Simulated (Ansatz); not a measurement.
Starting cell, NiSi₂ (fluorite type, space group Fm-3m):

```
NiSi2
1.0
    0.00000     2.72225     2.72225
    2.72225     0.00000     2.72225
    2.72225     2.72225     0.00000
Ni Si
1 2
Direct
  0.00000   0.00000   0.00000
  0.25000   0.25000   0.25000
  0.75000   0.75000   0.75000
```

Scan: atom 3 (Si, nearest neighbour Ni at 2.358 Å; its periodic images, 3.8 Å or more away, move with it) is displaced along Cartesian [111], direction (0.577, 0.577, 0.577) in Cartesian axes, by s. The other atoms stay.

These are PBE (plane waves to 420 eV, PAW, scalar-relativistic; Ansatz, a first-principles code) values and carry that method's errors. k mesh 12×12×12 (Γ-centred), Fermi-Dirac smearing 0.05 eV. The energy includes the smearing's −TS. Stress and pressure are positive under compression. With partly filled bands, energies and forces of such displacements shift with the k mesh and the smearing. F∥ is the force on the atom along that direction. NiSi2 is run without spin polarisation. NiSi2 was relaxed with its symmetry unable to fall. The zero of ΔE is the undisplaced structure.

```tsv
s (Å)	ΔE (eV/cell)	F∥ (eV/Å)	P (GPa)
-0.240	0.180	1.385	2.4
-0.192	0.118	1.168	1.6
-0.144	0.068	0.915	1.0
-0.096	0.031	0.632	0.4
-0.048	0.008	0.327	0.1
0.000	0.000	0.000	0.0
0.048	0.009	-0.368	0.1
0.096	0.036	-0.791	0.5
0.144	0.086	-1.276	1.1
0.192	0.160	-1.832	2.1
0.240	0.263	-2.471	3.4
```

Derived quantities:

| Quantity | Value |
|---|---|
| Energy at s = 0.240 Å | 263 meV/cell |
| Force along the line at s = -0.240 Å | 1.38 eV/Å |
| Symmetry of the curve | not even: the positive side lies higher at ±0.240 Å |
| Shape of the curve | a single well with its minimum at or next to zero displacement |
| Force constant k = d²E/ds² at s = 0 (finite differences) | 7.19 eV/Å² |
| Harmonic estimate at the end of the scan | ½ks² = 207 meV/cell against the computed 263 meV/cell, so the well is stiffer than harmonic there |

(A displaced cell: forces are minus the slopes of the energy, force constants its curvatures, and phonons follow from these.)
